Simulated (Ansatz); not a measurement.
# Profile along the Al–Al line in ScAl3 (Cu3Au type)

ScAl$_{3}$ (Cu3Au type)

```cif
data_Al3Sc
_chemical_formula_sum 'Al3 Sc1'
_space_group_name_H-M_alt 'P 1'
_space_group_IT_number 1
_cell_length_a 4.07175
_cell_length_b 4.07175
_cell_length_c 4.07175
_cell_angle_alpha 90.000
_cell_angle_beta 90.000
_cell_angle_gamma 90.000
loop_
_space_group_symop_operation_xyz
  'x, y, z'
loop_
_atom_site_label
_atom_site_type_symbol
_atom_site_fract_x
_atom_site_fract_y
_atom_site_fract_z
_atom_site_occupancy
Al1 Al 0.00000 0.50000 0.50000 1
Al2 Al 0.50000 0.50000 0.00000 1
Al3 Al 0.50000 0.00000 0.50000 1
Sc1 Sc 0.00000 0.00000 0.00000 1
```

Fields along a shortest Al–Al line of a {100} plane (2.88 Å), from Al to Al, interpolated on the slice's grid (step about 0.2 Å). These are PBEsol (plane waves to 420 eV, PAW, scalar-relativistic; Ansatz, an electronic-structure program) values and carry that method's errors. k mesh 12×12×12. Near the nuclei the fields are pseudised (PAW); where an atom keeps semicore shells as valence, they peak there. ScAl3 is run without spin polarisation. ScAl3 was relaxed with its symmetry unable to fall.

| distance from Al (Å) | valence electron density (e/Å³) | electron localisation function |
|---|---|---|
| 0.00 | 0.06 | x |
| 0.14 | 0.06 | x |
| 0.29 | 0.07 | x |
| 0.43 | 0.09 | x |
| 0.58 | 0.12 | 0.10 |
| 0.72 | 0.18 | 0.33 |
| 0.86 | 0.21 | 0.57 |
| 1.01 | 0.22 | 0.67 |
| 1.15 | 0.22 | 0.70 |
| 1.30 | 0.21 | 0.69 |
| 1.44 | 0.21 | 0.69 |
| 1.58 | 0.21 | 0.69 |
| 1.73 | 0.22 | 0.70 |
| 1.87 | 0.22 | 0.67 |
| 2.02 | 0.21 | 0.57 |
| 2.16 | 0.18 | 0.33 |
| 2.30 | 0.12 | 0.10 |
| 2.45 | 0.09 | x |
| 2.59 | 0.07 | x |
| 2.74 | 0.06 | x |
| 2.88 | 0.06 | x |

x: too close to a nucleus for the ELF to mean much.

Density on the Al–Al line (2.88 Å) at its midpoint: 0.21 e/Å³. ELF at that point: 0.69. ELF maximum in the middle third of the Al–Al line: 0.70, 1.2 Å from Al.
